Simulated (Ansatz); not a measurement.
Sn$_{2}$Au, first-principles data

Sn₂Au:
```yaml
crystal:
  lattice:
    - [0.00000, 4.31204, 4.31204]
    - [4.31204, 0.00000, 4.31204]
    - [4.31204, 4.31204, 0.00000]
  atoms:
    - { symbol: Sn, position: [0.62500, 0.62500, 0.62500] }
    - { symbol: Sn, position: [0.12500, 0.62500, 0.62500] }
    - { symbol: Sn, position: [0.62500, 0.12500, 0.62500] }
    - { symbol: Sn, position: [0.62500, 0.62500, 0.12500] }
    - { symbol: Au, position: [0.25000, 0.25000, 0.25000] }
    - { symbol: Au, position: [0.00000, 0.00000, 0.00000] }
```

Space group Fd-3m (No. 227), cubic Laves (MgCu2 type); conventional cell a = 8.6241 Å, b = 8.6241 Å, c = 8.6241 Å, α = 90.00°, β = 90.00°, γ = 90.00°.

Method: PBE in the plane-wave PAW code Ansatz. Structure relaxed to zero pressure with the same functional. Other levels are named where they apply.

Cell and energy:

* **Volume per atom**: 26.73 Å³
* **Density**: 9.00 g/cm³
* **Formation energy from the elements (no fitted shifts)**: 0.40 eV/atom

Electronic structure:

* **Electronic character**: metallic (no gap)
* **Density of states at the Fermi level**: 0.52 states/eV per atom (mean over ±0.08 eV)
* **Gap with spin–orbit coupling**: none (metallic)

Mechanics:

* **Bulk modulus (Birch–Murnaghan fit)**: 48.3 GPa
* **Pressure derivative B′**: 5.1

A made-up cell: these elements were put on the sites of a structure type; neither database checked (COD, Materials Project) lists it. COD files the formula under space group No. 61, so this cell is another polymorph or a model. Whether it is the stable phase at ambient conditions was not checked. The cell was relaxed with PBE under the symmetry of its start; whether a distortion lowers the energy is not shown. The references are the lowest solids computed at this level, not always the standard phases. Spin–orbit coupling is left out wherever it is not named.

Potentials: the earlier of the program's two PAW sets.
